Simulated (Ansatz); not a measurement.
**Relaxing a structure of TiAl**

The start is a generated cell, TiAl placed in the AFLOW prototype AB_hP6_191_f_ad (B35, as in CoSn). A full variable-cell relaxation at zero pressure is run with PBEsol (plane waves to 420 eV, PAW, scalar-relativistic; Ansatz, an electronic-structure program). First-step values are on the input's coarse k-mesh.

Ansatz input (later rounds restart from its end on a renewed k-mesh):
Ansatz 0.2 input:
```yaml
crystal:
  lattice:
    - [5.0934597, 0, 0]
    - [-2.5467299, 4.4110655, 0]
    - [0, 0, 4.1099849]
  atoms:
    - { symbol: Ti, position: [0.5, 0, 0] }
    - { symbol: Ti, position: [0.5, 0.5, 0] }
    - { symbol: Ti, position: [0, 0.5, 0] }
    - { symbol: Al, position: [0, 0, 0] }
    - { symbol: Al, position: [0.33333333, 0.66666667, 0.5] }
    - { symbol: Al, position: [0.66666667, 0.33333333, 0.5] }
basis: { ecutwfc: 420, ecutrho_ratio: 4, xc_grid: 2, fft_grid_basis: typed }
kpoints: { mp_grid: { grid: [8, 8, 8] } }
hamiltonian:
  xc: pbesol
  dispersion: none
  pseudopotentials: { kind: paw }
scf: { occupations: { method: fermi_dirac, width: 0.05 } }
relax: { f_tol: 0.01, max_steps: 100, cell: { stress_tol: 0.02 } }
output: { forces: true, stress: true }
```

Problem. How large is the pressure on the unrelaxed cell, and of which sign?

Solution. +32.8 GPa (positive: the cell is compressed).

Problem. By how much does the energy per atom fall from start to end?

Solution. 0.41 eV/atom.

Problem. How does the volume change?

Solution. +28.8 %, from 15.39 to 19.83 Å³/atom.

Problem. How do the shortest distances between atoms change?

Solution. The closest pairs of elements (up to four, under 3.6 Å), start → end: Al–Ti 2.53 → 2.70 Å; Ti–Ti 2.55 → 2.70 Å; Al–Al 2.94 → 3.11 Å.

Problem. What band gap does the relaxed structure have at this level?

Solution. Zero (metallic).

Problem. Write out the relaxed structure.

Solution. 
Space group P6/mmm (No. 191); a = 5.392 Å, b = 5.392 Å, c = 4.725 Å, α = 90.00°, β = 90.00°, γ = 120.00°

```
atom  site  symmetry       x       y       z
----  ----  --------  ------  ------  ------
Ti      3f       mmm  0.0000  0.5000  0.0000
Al      1a     6/mmm  0.0000  0.0000  0.0000
Al      2d      -6m2  0.3333  0.6667  0.5000
```

The space group stays P6/mmm (No. 191) (the run could not lower it); the end is AFLOW prototype AB_hP6_191_f_ad (B35, as in CoSn), with 6 atoms in the primitive cell. Final values are on a 10×10×10 k-mesh of the relaxed cell. No spin polarisation in the result.

The run could not lose the symmetry of its start, so the end can be a saddle point.

All atoms sit on sites fixed by symmetry, so only the cell could relax.

The relaxed structure here is a generated cell of TiAl: the first start was made by placing the elements on the sites of a structure type, and the end was not matched to a known phase here, so it may be hypothetical. Known forms of TiAl include space group No. 123.
